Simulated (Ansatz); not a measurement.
input.yaml

```yaml
crystal:
  lattice:
    - [0.0, 2.0580557221, 2.0580557221]
    - [2.0580557221, 0.0, 2.0580557221]
    - [2.0580557221, 2.0580557221, 0.0]
  atoms:
    - { symbol: Ni, position: [0.0, 0.0, 0.0], spin: 1.14 }
    - { symbol: O, position: [0.5, 0.5, 0.5], spin: 0.2 }
basis:
  ecutwfc: 420
kpoints:
  mp_grid: { grid: [18, 18, 18] }
  band_path:
    path:
      - [[0.0, 0.0, 0.0], [0.5, 0.0, 0.5], [0.625, 0.25, 0.625]]
      - [[0.375, 0.375, 0.75], [0.0, 0.0, 0.0], [0.5, 0.5, 0.5], [0.5, 0.25, 0.75], [0.5, 0.0, 0.5]]
    npoints: 14
hamiltonian:
  xc: pbesol
scf:
  occupations: { method: gaussian, width: 0.1 }
  n_extra_bands: 6
output:
  forces: true
  stress: true
  eigenvalues: true
  populations: true
  dos: { projected: true, de: 0.02, nscf_kmesh: { grid: [27, 27, 27] } }
  bader: true
  write_density: true
  write_potential: true
  elf: true
  volumetric_format: npy
magnetization:
  spin_polarized: true
checkpoint:
  read: start.run
  write: ck
  compress: false
  write_wavefunctions: false
  write_every: 100000
```

Command:
```bash
ansatz run input.yaml --threads 1 --pin off --max-ram 2560MiB --backend cpu --events-out ev --progress --plain --runs-dir out
```

Computed with DFT PBEsol, scalar-relativistic, plane waves, PAW in Ansatz.

Abridged output:

```
Warning: checkpoint.read: spin seed differs: saved 02ffe790762c…, current ded07029cf3c…; the loaded state replaces the seed-built initial guess (but the starting_ns of a DFT+U solve that opens without the state's occupation matrices), so the run may converge into the producing seed's basin, or, where the symmetry group that follows from this deck's starting moments and starting_ns does not hold the saved magnetisation, lose that magnetisation at its first build. Where atoms have moved since the state was saved, this difference can also decide whether moments are moved with them. A self-consistent run of this deck without the state starts from its starting moments and, under a DFT+U term, its ...
scf.n_extra_bands = 6 over 12 filled bands (N_el = 24.0): the run solves 18 bands
Pseudopotentials: kind: paw
Pseudopotential: Ni, paw, valence charge 18, recommended cutoff 420 eV (normal)
Pseudopotential: O, paw, valence charge 6, recommended cutoff 420 eV (normal)
Functional definition: PBEsol
Crystal: 2 atoms, lattice volume = 17.434 Å³
Basis set: ecut = 420 eV, 331 PW (Γ), exchange–correlation on 40×40×40 points (8 copies of the dense FFT grid, shifted against one another)
Bands: 18, of which v1, the nominal top of the filled ones, is band 12 counted from 1 (11 counted from 0)
Symmetry: 48 space group operations
Space group: Fm-3m (ITA 225), of the structure as read, at distance tolerance 2.6e-5 Å
Magnetic group: BNS 225.116 (UNI 1618), of the structure as read, at distance tolerance 2.6e-5 Å
k-points: 195 of 5832
Initial density: read from a saved state, or passed on in memory by an earlier SCF of this step, an earlier step, the calling program or the single point that the run made first
Starting moments: Σ|m| = 1.34 μB on 2 of 2 sites; this step starts from the density that it was given
Initial wavefunctions: pseudopotential atomic-orbital guess
Functional: x = pbesol(κ = 0.804, μ = 0.12345679), c = pbesol(β = 0.046)
SCF iter   1: F=—  HF=-6364.281924 eV  |F-HF|=—  |Δ(HF+E_count)|=         —  Δρ=2.27e-7 (↑1.16e-7 ↓2.27e-7) dr2=1.46e-11  dr2_m=8.38e-13  M=1.264 μB ∫|m|=1.269 μB  β_m=0.30  ethr=3.45e-9  ⟨swp⟩=3.1  Hψ=49862  notcnv=0
SCF iter   2: F=-6364.281924 eV  HF=-6364.281924 eV  |F-HF|=3.09e-11  |Δ(HF+E_count)|=  4.47e-10  Δρ=4.00e-7 (↑1.80e-7 ↓4.00e-7) dr2=3.24e-11  dr2_m=4.55e-12  M=1.264 μB ∫|m|=1.269 μB  ethr=1.00e-12  ⟨swp⟩=8.3  Hψ=39603  notcnv=0
SCF 1 converged in 2 iterations: F = -6364.281924 eV  dr2 = 3.24e-11
SCF converged after 2 iterations
Magnetization: 1.2643 μB (12.6322 up, 11.3678 down)
Absolute magnetization: 1.2684 μB (∫|ρ↑−ρ↓|, with the PAW one-centre terms)
Spin contamination: 0.0068 ħ² per cell (⟨S²⟩ above its minimum at these occupations)
Per-site moments (μB) at R_I (Å): [(1.03508072, 0.84894798), (0.18585322, 0.84894798)]
Free energy (F): -6364.281924 eV
Harris-Foulkes:  -6364.281924 eV  (|F-HF|=3.09e-11)
Internal energy: -6364.273498 eV  (E = F + TS)
E sigma→0 (E₀):  -6364.277711 eV
Entropy (-TS):   -0.008426 eV (-4.213 meV/atom)
Fermi energy:    15.247925 eV
--- Per-component energies (eV) ---
  E_band       = -307.500917
  E_kinetic    = 453.563804
  E_local      = -3924.388581  (includes V_loc(G=0)·N_el)
  E_nonlocal   = 694.218852
  E_hartree    = 1617.833293
  E_xc         = -155.161365
  E_vxc        = -200.026294  (∫ρ·V_xc dr)
  E_paw        = -1751.738009  (= ΣΔE_a)
  E_vpaw       = -566.538535  (= ΣTr[D̂ρ^β])
  E_aug_tail   = 0.002943  (compensation charges beyond the density's cutoff)
  E_ewald      = -3298.837012
  E_core_change = 0.232577  (= ΣΔE_core)
  E_smearing   = -0.008426  (= −TS)
--- Forces (eV/Å), atoms counted from 1 ---
  atom   1  Ni     0.00000000     0.00000000     0.00000000
  atom   2  O      0.00000000     0.00000000     0.00000000
--- Stress (GPa, compression-positive) ---
        0.002950       0.000000       0.000000
        0.000000       0.002950       0.000000
        0.000000       0.000000       0.002950
  P = ⅓ Tr σ = 0.0029 GPa (0.029 kbar)
--- Band table (eV; the first three rows and the last of 390) ---
  k-point 0 ↑: bands = ["-88.4617", "-48.9944", "-48.9944", "-48.9944", "-5.6559", "11.8795", "11.8795", "11.8795", "12.5055", "12.5055", "12.7215", "12.7215", "12.7215", "16.8564", "32.8467", "34.2532", "34.2532", "34.2532"]
  k-point 1 ↑: bands = ["-88.4616", "-48.9956", "-48.9946", "-48.9946", "-5.6171", "11.5307", "11.5503", "11.5503", "12.7006", "12.7006", "12.8507", "12.8937", "12.8937", "17.0864", "32.0192", "34.1678", "34.1678", "34.7782"]
  k-point 2 ↑: bands = ["-88.4613", "-48.9990", "-48.9950", "-48.9950", "-5.5035", "10.7993", "11.0518", "11.0518", "12.7861", "12.7861", "13.0265", "13.4173", "13.4173", "17.6728", "30.6665", "33.8230", "33.8230", "35.3033"]
  k-point 194 ↓: bands = ["-87.1500", "-47.7480", "-47.7440", "-47.7350", "-3.6104", "8.6712", "9.0579", "9.4681", "14.0024", "14.3032", "14.6181", "15.1538", "15.8992", "24.2272", "26.1064", "26.2919", "29.3202", "36.8815"]
--- Löwdin populations: 2 sites ---
  site symbol q [e]    m [muB]
     0     Ni     17.0187     1.0197
     1      O      6.8676     0.2451
  spilling = 0.004741 (of n_electrons = 24.000000)
--- Bader charges: 2 sites ---
  site symbol charge [e]  shift [e]    m [muB]
     0     Ni      1.0823     0.0046     1.0656
     1      O     -1.0823     0.0046     0.1988
  estimated error of the sums over rays = 3.8e-4 e
```

The calculation finished and met its thresholds.

The run took 22 s on 1 thread of AMD EPYC 7R43 64-Core Processor (Zen 3), on a shared host, peak memory 0.46 GiB.

The run starts from the saved density of an earlier one, so iterations and time are fewer than from atoms.

The cell holds one magnetic atom, so it can only be ferromagnetic; an antiferromagnetic order may lie lower.